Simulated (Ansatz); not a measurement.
**Ba (fcc): energy against volume**

Theory: DFT, PBEsol, plane waves (420 eV) with PAW, scalar-relativistic (Ansatz). The PAW files were generated under PBE, with cores re-solved for the functional.

The cell is scaled uniformly from the relaxed one, with fractional coordinates and shape fixed. Energies are extrapolated to zero smearing, pressures are those at the given smearing. Magnetic state: spin not included.

A Birch-Murnaghan fit gives V₀ = 58.31 Å³/atom, B₀ = 7.9 GPa, B₀′ = 2.4.

(1) What are the energy above the minimum and the pressure at 53.819 Å³/atom?

(2) What are the energy above the minimum and the pressure at 60.839 Å³/atom?

(3) What are the energy above the minimum and the pressure at 65.519 Å³/atom?

Results:

(1) 9.2 meV/atom and 0.75 GPa as computed.

(2) 2.6 meV/atom and -0.30 GPa as computed.

(3) 19.2 meV/atom and -0.80 GPa as computed.
